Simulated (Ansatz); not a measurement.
Here is the system:

TaGeO3:
```
TaGeO3
1.0
    4.07626     0.00000     0.00000
    0.00000     4.07626     0.00000
    0.00000     0.00000     3.93524
Ta Ge O
1 1 3
Direct
  0.50000   0.50000   0.52217
  0.00000   0.00000   0.20381
  0.00000   0.50000   0.47874
  0.50000   0.00000   0.47874
  0.50000   0.50000   0.00674
```

This is the r²SCAN-relaxed structure.

### Question
All from DFT-r²SCAN in the program Ansatz with PAW potentials, unless another level is named. Give the electronic character.

### Answer
metallic (no gap).

### Question
Give the density of states at the Fermi level.

### Answer
0.37 states/eV per atom (mean over ±0.08 eV).

### Question
What about the formation energy from the elements (no fitted shifts)?

### Answer
-1.90 eV/atom.

### Question
Give the gap with spin–orbit coupling.

### Answer
none (metallic).

Space group P4mm. The start of the workflow was typed in or built on a structure type; neither database checked (COD, Materials Project) lists it. Its standing as an ambient phase is unchecked. The r²SCAN relaxation kept the symmetry of its start; its stability against distortions is not shown here. No spin polarisation was allowed. With an odd number of electrons in the cell and no spin polarisation, the count alone makes it a metal. The references are the lowest solids computed at this level, not always the standard phases (solids in place of the gases). Scalar-relativistic: spin–orbit coupling is off unless named, which matters more the heavier the elements.

Potentials: the later of the program's two PAW sets.
